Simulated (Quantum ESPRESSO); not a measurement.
# Moving one atom in InGa2AlP4

The results below are calculated, not measured. They come from pw.x of Quantum ESPRESSO 7.5, a plane-wave density functional program, with PseudoDojo standard norm-conserving files (v0.5 for PBE, v0.4.1 for LDA and PBEsol). The cells are made up: elements, strain and atom displacements were drawn at random, and nothing was relaxed. There is no spin polarisation, spin-orbit coupling or dispersion term.

The cell has 8 sites of a zincblende or diamond lattice. Sites 1 to 4 hold In Ga Al Ga; sites 5 to 8 hold P P P P. Cell vectors in Å: (5.542, 0.000, 0.000); (0.000, 5.542, 0.000); (0.000, 0.000, 5.542). Settings: PBE, cutoff 1088 eV, 4 x 4 x 4 k mesh shifted by half a step, Fermi-Dirac smearing of 0.025 eV.

Each run shifts the P atom on site 5 along z and leaves all else fixed. Site 4 is one of its nearest neighbours. E is the free energy of the cell above the lowest run shown.

```
run  shift (Å)  Fz on site 5 (eV/Å)  Fz on site 4 (eV/Å)  P (GPa)  E (meV)
  1    -0.0549                0.557                0.002     5.03     12.1
  2    -0.0292                0.262                0.057     5.00      1.6
  3    -0.0222                0.181                0.071     4.99      0.0
  5     0.0146               -0.237                0.144     4.97      1.0
  6     0.0560               -0.700                0.219     4.98     20.5
  7     0.0646               -0.795                0.234     4.99     26.9
  4    -0.0122                    ?                    ?        ?        ?
```

A rerun of one of these cells at 1377 eV and k mesh 6 x 6 x 6 moved values by no more than 0.008 eV in the cell's energy, 0.02 GPa in stress and 0.002 eV/Å in force.

## Worked fit

A parabola through the six runs shown gives Fz on site 5 = -0.072 - 11.34 u + 2.1 u² eV/Å, with u in Å and a scatter of 0.001 eV/Å. Minus the slope, 11.34 ± 0.02 eV/Å², is this atom's force constant along z at u = 0, with its periodic images moving too. The fitted force vanishes at u = -0.006 Å, where the energy should be lowest along this line. The error is the larger of the fit's own and the change that a cubic makes, rounded up.

## Withheld run

Question: what Fz on site 5 should run 4 give?

The fit gives 0.067 eV/Å. The calculation gave 0.067 eV/Å.

| run | shift (Å) | Fz on site 5 (eV/Å) | Fz on site 4 (eV/Å) | P (GPa) | E (meV) |
| --- | --- | --- | --- | --- | --- |
| 4 | -0.0122 | 0.067 | 0.091 | 4.98 | -1.2 |